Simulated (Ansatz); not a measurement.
LaMgNb in Ansatz, settings compared

The command:

```bash
ansatz run input.yaml --threads 1 --pin off --max-ram 2560MiB --backend cpu --events-out ev --progress --plain --runs-dir out
```

input.yaml:

```yaml
crystal:
  lattice:
    - [7.277705, 0.0, 0.0]
    - [-3.638853, 6.302681, 0.0]
    - [0.0, 0.0, 4.451016]
  atoms:
    - { symbol: La, position: [0.42374, 0.0, 0.0] }
    - { symbol: La, position: [0.57626, 0.57626, 0.0] }
    - { symbol: La, position: [0.0, 0.42374, 0.0] }
    - { symbol: Mg, position: [0.7552, 0.0, 0.5] }
    - { symbol: Mg, position: [0.2448, 0.2448, 0.5] }
    - { symbol: Mg, position: [0.0, 0.7552, 0.5] }
    - { symbol: Nb, position: [0.0, 0.0, 0.0] }
    - { symbol: Nb, position: [0.6667, 0.3333, 0.5] }
    - { symbol: Nb, position: [0.3333, 0.6667, 0.5] }
  symmetry: { tolerance: 0.0003 }
kpoints:
  mp_grid: { grid: [3, 3, 4], shift: [0, 0, 0] }
magnetization:
  spin_polarized: false
scf:
  occupations: { method: fermi_dirac, width: 0.0117 }
hamiltonian:
  pseudopotentials: { kind: paw }
  xc: r2scan
basis:
  ecutwfc: 500
output:
  forces: true
  stress: true
  eigenvalues: true
  write_density: true
  write_potential: true
  elf: true
  volumetric_format: npy
```

Origin of the cell: a known structure type with other elements, at an estimated volume, so it need not be a known compound.

Output of this run (shortened):

```
SCF iter   1: F=—  HF=-38257.724140 eV  Δρ=1.13e-2  dr2=3.58e-1  dr2_τ=3.83e-2
SCF iter   2: F=—  HF=-38257.949574 eV  Δρ=7.53e-3  dr2=3.87e-1  dr2_τ=3.07e-2  defer=34
SCF iter   3: F=—  HF=-38257.944236 eV  Δρ=6.94e-3  dr2=3.64e-1  dr2_τ=1.79e-2  defer=34
SCF iter   4: F=—  HF=-38257.927469 eV  Δρ=2.40e-3  dr2=1.27e-2  dr2_τ=3.12e-3  defer=34
SCF iter   5: F=—  HF=-38257.929048 eV  Δρ=1.20e-3  dr2=3.09e-3  dr2_τ=5.11e-5  defer=33
SCF iter   6: F=—  HF=-38257.929924 eV  Δρ=4.31e-4  dr2=8.18e-4  dr2_τ=5.05e-5  defer=33
SCF iter   7: F=—  HF=-38257.929964 eV  Δρ=1.33e-4  dr2=7.49e-5  dr2_τ=1.19e-6  defer=33
SCF iter   8: F=—  HF=-38257.930152 eV  Δρ=1.97e-5  dr2=1.01e-6  dr2_τ=7.53e-8  defer=33
SCF iter   9: F=—  HF=-38257.930152 eV  Δρ=6.66e-6  dr2=1.79e-7  dr2_τ=1.18e-8  defer=33
SCF iter  10: F=-38257.930152 eV  HF=-38257.930152 eV  Δρ=1.39e-6  dr2=8.30e-9  dr2_τ=2.24e-10
SCF 1 converged in 10 iterations: F = -38257.930152 eV  dr2 = 8.30e-9
SCF converged after 10 iterations
Free energy (F): -38257.930152 eV
Harris-Foulkes:  -38257.930152 eV  (|F-HF|=4.69e-9)
Internal energy: -38257.924863 eV  (E = F + TS)
E sigma→0 (E₀):  -38257.927507 eV
Entropy (-TS):   -0.005289 eV (-0.588 meV/atom)
Fermi energy:    12.625428 eV
--- Per-component energies (eV) ---
  E_band       = -1396.079931
  E_kinetic    = 2000.695779
  E_local      = -8123.194783  (includes V_loc(G=0)·N_el)
  E_nonlocal   = 938.274583
  E_hartree    = 2831.036611
  E_xc         = -988.287746
  E_vxc        = -1314.016384  (∫ρ·V_xc dr)
  E_paw        = -26471.196041  (= ΣΔE_a)
  E_vpaw       = -638.555466  (= ΣTr[D̂ρ^β])
  E_aug_tail   = 0.000010  (compensation charges beyond the density's cutoff)
  E_vtau       = 78.645145  (kinetic-family band-sum trace: ∫τ·v_τ [+ j·A + Jᵃ·Aᵃ] dr)
  E_ewald      = -8444.802896
  E_core_change = -0.450379  (= ΣΔE_core)
  E_smearing   = -0.005289  (= −TS)
  Σ components = -38257.930152   (vs F -38257.930152, Δ=0.00e0)
--- Forces (eV/Å), atoms counted from 1 ---
  atom   1  La     0.252956     0.000000     0.000000
[… 3 lines left out …]
  atom   5  Mg    -0.338218    -0.585810     0.000000
  atom   6  Mg    -0.338218     0.585810     0.000000
  atom   7  Nb     0.000000    -0.000000     0.000000
  atom   8  Nb    -0.000000    -0.000000     0.000000
  atom   9  Nb     0.000000    -0.000000     0.000000
  max |Σ_I F_I| component: 9.25e-17 eV/Å
--- Stress (GPa, compression-positive) ---
        7.432520      -0.000000       0.000000
       -0.000000       7.432520       0.000000
        0.000000       0.000000       8.297313
  P = ⅓ Tr σ = 7.7208 GPa (77.208 kbar)
```

The same input was run again with these changes:

1. `basis.ecutrho_ratio` default → 12; `scf.occupations.width` 0.0117 → default; `scf.occupations.method` fermi_dirac → tetrahedron_uncorrected; `crystal.symmetry` { tolerance: 0.0003 } → { detect: false }
2. `magnetization` { spin_polarized: false } → { spin_polarized: true } (starts: random); `scf.occupations.width` 0.0117 → 0.025; typed moments: La1 4, La2 -2, La3 2, Mg4 0.5, Mg5 -1, Mg6 0.5, Nb7 2, Nb8 0.5, Nb9 -0.5
3. `scf.occupations.method` fermi_dirac → methfessel_paxton; `scf.occupations.width` 0.0117 → 0.3; `scf.convergence.dr2_threshold` default → 1.0e-11
4. `scf.max_iter` default → 5

```tsv
run	end	SCF iterations	P (GPa)	max force component (eV/Å)	moment (μB)	ΔE(σ→0) (meV/atom)
base	converged	10	7.72	0.676	–	0
1	converged	10	7.79	0.663	–	13.34
2	cut by time	56	–	–	–	–
3	converged	13	7.55	0.654	–	1.30
4	SCF not converged	5	–	–	–	–
```

Energies are compared only where functional, datasets, charge and starting cell are the same.

Not properties of the system: run 3 (too coarse or loose: `scf.occupations.width` = 0.3).

Caveats of the base run: no moments, though an odd count or open d shells may carry them; no spin-orbit coupling, though heavy elements are present; the k mesh is coarse if the cell is a metal.

Run 3: wide smearing.

The base run ran for 24 s of wall time on 1 CPU thread(s) of a shared host, from the program's own first density.
